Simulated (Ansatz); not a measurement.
# VMo3S8 (P-6m2) at 2 levels of theory

One geometry, relaxed with PBE; plane waves with PAW potentials in Ansatz, scalar-relativistic. Collinear spin, ending at 0.9 μB a primitive cell. Gaps are the least over mesh and band path; pressure is positive in compression.

```cif
data_structure
_symmetry_space_group_name_H-M 'P-6m2'
_symmetry_Int_Tables_number 187
_cell_length_a 3.1845
_cell_length_b 3.1845
_cell_length_c 28.7051
_cell_angle_alpha 90.000
_cell_angle_beta 90.000
_cell_angle_gamma 120.000
_cell_volume 252.09
loop_
_atom_site_label
_atom_site_type_symbol
_atom_site_symmetry_multiplicity
_atom_site_Wyckoff_symbol
_atom_site_fract_x
_atom_site_fract_y
_atom_site_fract_z
_atom_site_occupancy
V1 V 1 f 0.66667 0.33333 0.50000 1
Mo1 Mo 1 e 0.66667 0.33333 0.00000 1
Mo2 Mo 2 h 0.33333 0.66667 0.25571 1
S1 S 2 i 0.66667 0.33333 0.20128 1
S2 S 2 i 0.66667 0.33333 0.68986 1
S3 S 2 h 0.33333 0.66667 0.05444 1
S4 S 2 h 0.33333 0.66667 0.55180 1
```

| level | cutoff (eV) | k mesh | gap (eV) | pressure (GPa) | largest moment (μB) |
| --- | --- | --- | --- | --- | --- |
| PBE | 420 | 12×12×2 | 0 | 0.0 | 0.77 |

**Question.** What comes out on the same cell with r2SCAN?

**Answer.**
```tsv
level	cutoff (eV)	k mesh	gap (eV)	pressure (GPa)	largest moment (μB)
r2SCAN	500	12×12×2	0.20	-0.9	0.93
```

The state reached may not be the lowest one. Moments started parallel, and an antiferromagnetic order may lie lower. The cell holds layers, chains or molecules and no dispersion correction was added, so their binding is poorly described.

It was reached by relaxing an invented guess, and it needn't be the stable form of this composition.
